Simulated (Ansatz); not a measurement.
The calculation used Ansatz, DFT PBE, scalar-relativistic, plane waves, PAW. All cells share a 420 eV cutoff and Γ-centred k meshes spaced at most about 0.3 Å⁻¹ (about 0.25 or finer for metals, 2π included). No spin polarisation in the final relaxations.

All energies are static (0 K, no zero-point motion).

Two forms of In₃GeO₂ were relaxed alike.

A.

```
CELL_PARAMETERS angstrom
2.84637 -7.06582 0.00000
2.84637 7.06582 0.00000
0.00000 0.00000 3.09672
ATOMIC_POSITIONS crystal
In 0.80661 0.19339 0.00000
In 0.19339 0.80661 0.00000
In 0.50000 0.50000 0.50000
Ge 0.00000 0.00000 0.00000
O 0.50000 0.00000 0.50000
O 0.00000 0.50000 0.50000
```

B.

```
CELL_PARAMETERS angstrom
5.02473 0.00000 0.00000
-2.51236 4.35154 0.00000
0.00000 0.00000 5.32791
ATOMIC_POSITIONS crystal
In 0.33333 0.66667 0.54316
In 0.66667 0.33333 0.54316
In 0.00000 0.00000 0.95661
Ge 0.00000 0.00000 0.44532
O 0.33333 0.66667 0.92958
O 0.66667 0.33333 0.92958
```

Task: Which would you expect to be lower, and how large is the difference?

Result: A is lower, by 0.49 eV/atom. A has space group Cmmm (No. 65), 20.8 Å³/atom and no gap on its mesh; B has space group P6mm (No. 183), 19.4 Å³/atom and no gap. The shortest distance is 2.25 Å (In–O) in A and 2.06 Å (In–O) in B. The lower one is the more open, so pressure narrows the difference. In A, In on a site of symmetry m2m is surrounded by 4 O at 2.25 Å and 1 Ge at 2.73 Å; around Ge lie 2 In at 2.73 Å, 2 Ge at 3.10 Å and 4 In at 3.24 Å; O has 4 In at 2.25 Å; 1 more site not described. In B, around In on a site of symmetry 3m lie 1 O at 2.06 Å, 3 In at 2.90 Å and 3 Ge at 2.95 Å; Ge is surrounded by 2 In at 2.60–2.72 Å and 6 In at 2.95 Å; O is surrounded by 1 In at 2.06 Å, 3 O at 2.90 Å and 3 In at 2.90 Å; 1 more site not described. Both come from invented guesses.

In Cmmm, P6mm an odd number of electrons in the primitive cell allows no gap without spin; a larger cell or a magnetic state could open one. A magnetic state wasn't ruled out in cells without spin, among them P6mm. Cells relaxed within their symmetry can be saddle points.
